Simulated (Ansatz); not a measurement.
# Computed properties of Au

Au:
```
Au
1.0
    0.00000     3.08221     3.08221
    3.08221     0.00000     3.08221
    3.08221     3.08221     0.00000
Au
2
Cartesian
  0.00000   0.00000   0.00000
  1.54110   1.54110   1.54110
```

Space group Fd-3m (No. 227), diamond; conventional cell a = b = c = 6.164 Å, α = β = γ = 90.00°.

Method: PBE in the plane-wave PAW code Ansatz. Structure relaxed to zero pressure with the same functional. Other levels are named where they apply.

### Cell and energy

```yaml
volume_per_atom: 29.28 Å³
density: 11.17 g/cm³
```

### Electronic structure

```yaml
electronic_character: metallic (no gap)
Density of states at the Fermi level: 0.40 states/eV per atom (mean over ±0.08 eV)
Gap with spin–orbit coupling: none (metallic)
```

### Mechanics

```yaml
Bulk modulus (Birch–Murnaghan fit): 53.0 GPa
Pressure derivative B′: 5.7
```

The start of the workflow was typed in or built on a structure type; neither database checked (COD, Materials Project) lists it. It is not the phase usual at ambient conditions (space group No. 225). The cell was relaxed with PBE under the symmetry of its start; its stability against distortions is not shown here. Scalar-relativistic: spin–orbit coupling is off unless named, which matters more the heavier the elements.

Potentials: the later of the program's two PAW sets.
